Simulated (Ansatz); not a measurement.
According to DFT-PBE+D3(BJ) in the program Ansatz with PAW potentials, MoS2 in the trigonal phase (R3m; Mo on 3a, S on 3a, S on 3a) relaxes to a = 3.153 Å, c = 17.997 Å. Mo has 6 nearest neighbours from 2.40 Å (trigonal prismatic); S on 3a has 3 nearest neighbours from 2.40 Å (trigonal pyramidal); S on 3a has 3 nearest neighbours from 2.40 Å (trigonal pyramidal). Its formation energy from the elements is -0.93 eV/atom, with no fitted shifts.

The Kohn–Sham gap is 0.77 eV (indirect). Gap from PBE+D3(BJ) with spin–orbit coupling: 0.74 eV. Electrons at the band edge weigh 0.50, 0.63, 0.78 mₑ (principal values). The hole mass is 0.59, 0.59, 1.0 mₑ (principal values).

The bulk modulus is 45.3 GPa.

The PBE+D3(BJ) relaxation kept the symmetry of its start. No spin polarisation was allowed. The references are the lowest solids computed at this level, not always the standard phases. Spin–orbit coupling is left out wherever it is not named.

Potentials: the earlier of the program's two PAW sets.
